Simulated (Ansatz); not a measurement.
# From a trial cell to the properties of Br (solid)

Level of theory: DFT, LDA, scalar-relativistic, no spin polarisation; plane waves to 420 eV with PAW datasets (Ansatz 0.2.0), Γ-centred 12×12×6 mesh, 0.05 eV Gaussian smearing. The datasets are Ansatz's generated set soft_2.

The database's entry of this formula in the relaxed cell's space group, Cmce, has axes of 4.493 × 6.598 × 8.701 Å and 32.25 Å³/atom (1984), the relaxed one 3.927 × 6.647 × 8.415 Å and 27.45.

Starting cell:

```
Br
1.0
     3.30450   -2.16304    0.00000
     3.30450    2.16304    0.00000
     0.00000    0.00000    9.09376
Br
4
Direct
  0.84515 0.15485 0.11750
  0.15485 0.84515 0.88250
  0.34515 0.65485 0.38250
  0.65485 0.34515 0.61750
```

The steps in volume:

```csv
run,level,k-mesh,kind,V (Å³/atom),P (GPa),E − E(final) (meV/atom),gap on the mesh (eV)
1,LDA,12×12×6,cell and atoms relaxed,27.45,0.0,0.0,1.08
2,LDA,12×12×6,cell and atoms relaxed,27.45,0.0,0.0,1.08
```

Cell and atoms are those of this level's equilibrium.

The final structure (symmetry read at 0.01 Å). It takes space group Cmce (No. 64, orthorhombic). Conventional cell: a = 6.647 Å, b = 3.927 Å, c = 8.415 Å, α = 90.00°, β = 90.00°, γ = 90.00°. Around Br (site symmetry m) lie 1 Br at 2.40 Å. (Neighbours are counted to 15 % beyond the shortest distance.)

- At the final geometry the gap, band path included, is 1.06 eV.
- The runs in the table took roughly 1.9 core-minutes.

**What lies behind the numbers.**

Within 0.6 eV of the edges the projected states are 99 % Br 4p at the top of the valence band and 96 % Br 4p at the bottom of the conduction band. 

Kohn–Sham gaps of semilocal functionals lie under measured ones, often by a third or more. The structure is built of weakly bound molecules, and this functional has no dispersion term, so their spacing and all that hangs on it (volume, the soft elastic constants, low modes, dielectric constants) are poorly given.
